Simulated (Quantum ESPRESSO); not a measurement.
Band energies of CO₂

```xyz
12
Lattice="5.4971 0.0000 0.0000 0.0000 5.4971 0.0000 0.0000 0.0000 5.4971" Properties=species:S:1:pos:R:3 pbc="T T T"
C      0.0000     0.0000     0.0000
C      2.7485     0.0000     2.7485
C      2.7485     2.7485     0.0000
C      0.0000     2.7485     2.7485
O      0.6736     0.6736     0.6736
O      4.8235     4.8235     4.8235
O      2.0749     4.8235     3.4221
O      3.4221     0.6736     2.0749
O      3.4221     2.0749     4.8235
O      2.0749     3.4221     0.6736
O      4.8235     3.4221     2.0749
O      0.6736     2.0749     3.4221
```

PBEsol (Quantum ESPRESSO, PseudoDojo norm-conserving, 84 Ry, scalar-relativistic); path ΓXMΓRX,MR; energies in eV from the valence-band maximum.

```
k (1/Å)  point  band 28  band 29  band 30  band 31  band 32  band 33  band 34  band 35
-------  -----  -------  -------  -------  -------  -------  -------  -------  -------
0.00         Γ    -0.23    -0.23    -0.23     0.00     0.00     6.82     7.94     7.94
0.29              -0.27    -0.26    -0.18    -0.12    -0.02     7.24     7.88     8.04
0.57         X    -0.42    -0.34    -0.34    -0.08    -0.08     7.88     7.88     8.13
0.76              -0.41    -0.34    -0.34    -0.12    -0.12     7.87     7.87     8.05
1.14         M    -0.38    -0.31    -0.31    -0.31    -0.31     7.87     7.87     7.87
1.35              -0.33    -0.29    -0.27    -0.25    -0.21     7.81     7.85     7.97
1.55              -0.29    -0.23    -0.23    -0.15    -0.10     7.58     7.86     7.90
1.95         Γ    -0.23    -0.23    -0.23     0.00     0.00     6.82     7.94     7.94
2.12              -0.23    -0.23    -0.23    -0.02    -0.02     6.96     7.94     7.94
2.28              -0.24    -0.24    -0.23    -0.09    -0.09     7.36     7.89     7.89
2.61              -0.32    -0.32    -0.31    -0.27    -0.27     7.79     7.79     8.02
2.78              -0.36    -0.36    -0.35    -0.34    -0.34     7.83     7.83     7.91
2.94         R    -0.38    -0.36    -0.36    -0.36    -0.36     7.87     7.87     7.87
3.26              -0.38    -0.34    -0.34    -0.27    -0.27     7.80     7.80     7.99
3.43              -0.39    -0.33    -0.33    -0.18    -0.18     7.80     7.80     8.11
3.59              -0.41    -0.34    -0.34    -0.11    -0.11     7.85     7.85     8.15
3.75         X    -0.42    -0.34    -0.34    -0.08    -0.08     7.88     7.88     8.13
3.75         M    -0.38    -0.31    -0.31    -0.31    -0.31     7.87     7.87     7.87
3.89              -0.38    -0.32    -0.32    -0.32    -0.32     7.87     7.87     7.87
4.04              -0.38    -0.34    -0.34    -0.34    -0.34     7.87     7.87     7.87
4.32         R    -0.38    -0.36    -0.36    -0.36    -0.36     7.87     7.87     7.87
```

The PBEsol gap is direct, 6.82 eV at Γ.

Geometry of the Materials Project entry, not relaxed at this level.
